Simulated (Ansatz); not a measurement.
ZnCu, in the lowest among the structures calculated here: Pm-3m (No. 221), cP2, CsCl type; a = 2.9188 Å, b = 2.9188 Å, c = 2.9188 Å, α = 90.00°, β = 90.00°, γ = 90.00°; Zn 1a (0.000, 0.000, 0.000); Cu 1b (0.500, 0.500, 0.500). Method: r2SCAN (plane waves to 500 eV, PAW, scalar-relativistic; Ansatz, a quantum-chemistry and plane-wave program). Element references, the lowest calculated here: Zn (P6₃/mmc), Cu (Fm-3m).

What is the computed formation energy of this Pm-3m form of ZnCu from the elements (r2SCAN)?

-0.11 eV/atom.

Static energies, no anion corrections, no zero-point energy. Values are rounded to 0.01 eV/atom. The compounds carry no spin polarisation.
